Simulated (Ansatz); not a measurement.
TiO:
```
TiO
1.0
    4.97866     0.00000     0.00000
   -2.48933     4.31165     0.00000
    0.00000     0.00000     2.86823
Ti O
3 3
Cartesian
  2.48933   1.43722   1.43412
  0.00000   2.87443   1.43412
  0.00000   0.00000   0.00000
  1.50779   2.61158   0.00000
 -0.98154   1.70007   0.00000
  1.96307   0.00000   0.00000
```

Relaxed with r²SCAN.

**Question.** Which orbitals make up the states near the Fermi level in r²SCAN in the plane-wave PAW code Ansatz?

**Answer.** Within 0.5 eV of the Fermi level: Ti 3d 86 %, O 2p 8 %. Projections are on Löwdin-orthogonalised atomic valence shells; empty p or d shells of many metals are not among them.

**Question.** Tabulate the density of states.

**Answer.** States/eV per cell of 6 atoms, in 0.25 eV bins, energy from the Fermi level.

```csv
E (eV),total,Ti 3d,O 2p,Ti 4s
-7.85,4.19,0.66,3.32,0.09
-7.60,4.12,0.64,3.31,0.06
-7.35,5.91,0.90,4.76,0.11
-7.10,6.77,1.11,5.48,0.07
-6.85,3.80,0.53,3.15,0.04
-6.60,3.28,0.40,2.78,0.03
-6.35,5.78,0.73,4.91,0.04
-6.10,4.68,0.52,4.06,0.03
-5.85,4.65,0.46,4.09,0.02
-5.60,0.39,0.03,0.35,0.00
-5.35,0.00,0.00,0.00,0.00
-5.10,0.00,0.00,0.00,0.00
-4.85,0.00,0.00,0.00,0.00
-4.60,0.00,0.00,0.00,0.00
-4.35,0.00,0.00,0.00,0.00
-4.10,0.00,0.00,0.00,0.00
-3.85,0.00,0.00,0.00,0.00
-3.60,0.09,0.06,0.01,0.02
-3.35,0.25,0.17,0.01,0.05
-3.10,0.38,0.26,0.02,0.08
-2.85,0.69,0.48,0.04,0.15
-2.60,0.75,0.53,0.05,0.16
-2.35,0.59,0.42,0.04,0.12
-2.10,2.40,2.04,0.09,0.20
-1.85,4.61,3.96,0.17,0.29
-1.60,6.42,5.47,0.24,0.32
-1.35,2.80,2.49,0.13,0.09
-1.10,1.84,1.61,0.12,0.06
-0.85,1.16,0.99,0.10,0.05
-0.60,1.00,0.83,0.10,0.04
-0.35,0.59,0.48,0.06,0.03
-0.10,0.50,0.41,0.05,0.02
0.15,0.90,0.77,0.07,0.03
0.40,3.49,3.04,0.27,0.08
0.65,5.70,5.22,0.30,0.05
0.90,7.28,6.63,0.36,0.06
1.15,7.28,6.65,0.39,0.06
1.40,9.85,8.94,0.56,0.08
1.65,10.98,9.95,0.58,0.07
1.90,12.62,11.36,0.76,0.09
2.15,4.71,4.13,0.40,0.05
2.40,5.27,4.28,0.66,0.08
2.65,7.02,5.54,1.06,0.11
```

Space group P-62m. The workflow started from a Materials Project entry (that database holds measured and hypothetical structures alike); the Crystallography Open Database copy checked does not list it. COD files the formula under space group No. 12, 225, so this cell is another polymorph or a model. Whether it is the stable phase at ambient conditions was not checked. The cell was relaxed with r²SCAN under the symmetry of its start; whether a distortion lowers the energy is not shown. No spin polarisation was allowed. Without spin polarisation and U, an open-shell compound can come out a false metal.

Potentials: the earlier of the program's two PAW sets.
